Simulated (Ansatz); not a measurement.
LiPS3 in space group C2/m (No. 12; Pearson symbol mS20), DFT-r²SCAN in the program Ansatz with PAW potentials, all energies at zero smearing, with the estimated change up to a 700 eV cutoff added, with one set of potentials and settings (totals compare only within such a set). Cell of 10 atoms (2 Li, 2 P, 6 S): -7370.283 eV.

```csv
element,reference phase,E (eV/atom)
Li,"Fm-3m, 1 atoms in the cell",-205.1371
P,"Cmce, 4 atoms in the cell",-759.1646
S,"P2/c, 32 atoms in the cell",-905.8156
```

Formation energy per atom, worked out: (-7370.283 − 2×(-205.1371) − 2×(-759.1646) − 6×(-905.8156))/10 = -0.679 eV/atom (-65 kJ per mol of atoms), at 0 K, without zero-point energy or fitted corrections.

The workflow started from an entry of the Crystallography Open Database (COD). Its standing as an ambient phase is unchecked. Symmetry was held in the r²SCAN relaxation; whether a distortion lowers the energy is not shown. The references are the lowest solids computed at this level, not always the standard phases.

Potentials: the later of the program's two PAW sets.
